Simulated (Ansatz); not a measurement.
## Co (omega (AlB2-type)): energy against volume

These are results of DFT, PBEsol, plane waves (420 eV) with PAW, scalar-relativistic in Ansatz, not measurements. (PAW data from PBE, frozen cores regenerated.)

The cell is scaled uniformly from the relaxed one, with fractional coordinates and shape fixed. Energies are extrapolated to zero smearing, pressures are those at the given smearing. Magnetic state: ferromagnetic.

A Birch-Murnaghan fit gives V₀ = 10.57 Å³/atom, B₀ = 236 GPa, B₀′ = 4.4.

Q: What are the energy above the minimum and the pressure at 9.723 Å³/atom?

A: 57.9 meV/atom and 23.54 GPa as computed.

Q: What are the energy above the minimum and the pressure at 10.991 Å³/atom?

A: 11.7 meV/atom and -8.61 GPa as computed.

Q: What are the energy above the minimum and the pressure at 11.414 Å³/atom?

A: 43.8 meV/atom and -15.33 GPa as computed.
